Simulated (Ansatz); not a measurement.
Co$_{3}$Mo (space group P6_3/mmc)

```xyz
8
Lattice="5.0389 0.0000 0.0000 -2.5194 4.3638 0.0000 0.0000 0.0000 4.0299" Properties=species:S:1:pos:R:3 pbc="T T T"
Co     2.5194     2.9518     1.0075
Co     0.0000     1.4120     3.0224
Co    -1.2966     3.6578     3.0224
Co     3.8160     0.7060     1.0075
Co     1.2229     0.7060     1.0075
Co     1.2966     3.6578     3.0224
Mo     0.0000     2.9092     1.0075
Mo     2.5194     1.4546     3.0224
```

The slice is a (-1 1 0 0) plane (indices of the conventional cell) through the point (0.667, 0.333, 0.750) (fractional), spanned by u = [001] and v = [110] in vectors of this cell: u (4.03 Å) and v (5.04 Å, at 90° to u). It covers one period; positions are fractions (u, v).

These are PBEsol (plane waves to 420 eV, PAW, scalar-relativistic; Ansatz, a first-principles code) values and carry that method's errors. k mesh 11×11×12. These are valence fields of a PAW run, semicore shells included where kept as valence: close to a nucleus they are smooth pseudo fields. Co3Mo was relaxed with its symmetry unable to fall. Relaxed Co3Mo ends with moments of both signs. The magnetic order is the one the run started from; other orders were not tried.

Three fields on this plane, each scaled to ten steps between its own extremes (0 low, 9 high; the total valence density on a logarithmic scale, the potential cut 8 eV below its top; x marks points blanked near nuclei; v = 0 in the bottom row):

Map A
```
|xxxxxx14787678741xxxxx|
|xxxxxx15764346751xxxxx|
|xxxxx1265200025621xxxx|
|xxxx214520xxx025412xxx|
|xxx113530xxxxx035311xx|
|11113651xxxxxxx1563111|
|33457740xxxxxxx0477543|
|33357740xxxxxxx0487533|
|xxx14752xxxxxxx25741xx|
|xxxx04641xxxxx14640xxx|
|xxxxx1674211124761xxxx|
|xxxxxx58754345784xxxxx|
|xxxxxx38987678983xxxxx|
|xxxxxx38987778983xxxxx|
|xxxxxx38987678983xxxxx|
|xxxxxx58754345784xxxxx|
|xxxxx1674211124761xxxx|
|xxxx04641xxxxx14640xxx|
|xxx14752xxxxxxx25741xx|
|33357740xxxxxxx0487533|
|33457740xxxxxxx0477543|
|11113651xxxxxxx1563111|
|xxx113530xxxxx035311xx|
|xxxx214520xxx025412xxx|
|xxxxx1265200025621xxxx|
|xxxxxx15764346751xxxxx|
|xxxxxx14787678741xxxxx|
|xxxxxx13788788731xxxxx|
```

Map B
```
|xxxxxx62100000126xxxxx|
|xxxxxx52111111125xxxxx|
|xxxxx8432344432348xxxx|
|xxxx953346xxx643359xxx|
|xxx853346xxxxx643358xx|
|87642224xxxxxxx4222467|
|54321125xxxxxxx5211234|
|65421124xxxxxxx4211245|
|xxx53224xxxxxxx42235xx|
|xxxx63235xxxxx53236xxx|
|xxxxx5334577754335xxxx|
|xxxxxx42234443224xxxxx|
|xxxxxx42223332224xxxxx|
|xxxxxx42222222224xxxxx|
|xxxxxx42223332224xxxxx|
|xxxxxx42234443224xxxxx|
|xxxxx5334577754335xxxx|
|xxxx63235xxxxx53236xxx|
|xxx53224xxxxxxx42235xx|
|65421124xxxxxxx4211245|
|54321125xxxxxxx5211234|
|87642224xxxxxxx4222467|
|xxx853346xxxxx643358xx|
|xxxx953346xxx643359xxx|
|xxxxx8432344432348xxxx|
|xxxxxx52111111125xxxxx|
|xxxxxx62100000126xxxxx|
|xxxxxx72100000127xxxxx|
```

Map C
```
|xxxxxx02345554320xxxxx|
|xxxxxx12456665421xxxxx|
|xxxxx0234689864320xxxx|
|xxxx013469xxx964310xxx|
|xxx013468xxxxx864310xx|
|00112358xxxxxxx8532110|
|22233469xxxxxxx9643322|
|34444469xxxxxxx9644444|
|xxx86557xxxxxxx75568xx|
|xxxx96557xxxxx75569xxx|
|xxxxx8545554555458xxxx|
|xxxxxx54344343345xxxxx|
|xxxxxx64333333336xxxxx|
|xxxxxx64332323336xxxxx|
|xxxxxx64333333336xxxxx|
|xxxxxx54344343345xxxxx|
|xxxxx8545554555458xxxx|
|xxxx96557xxxxx75569xxx|
|xxx86557xxxxxxx75568xx|
|34444469xxxxxxx9644444|
|22233469xxxxxxx9643322|
|00112358xxxxxxx8532110|
|xxx013468xxxxx864310xx|
|xxxx013469xxx964310xxx|
|xxxxx0234689864320xxxx|
|xxxxxx12456665421xxxxx|
|xxxxxx02345554320xxxxx|
|xxxxxx02344444320xxxxx|
```

**Question.** Assign the maps to these fields: ELF of the up spins; valence electron density; spin density, up minus down.

**Answer.** A is the ELF of the up spins; B is the valence electron density; C is the spin density, up minus down.
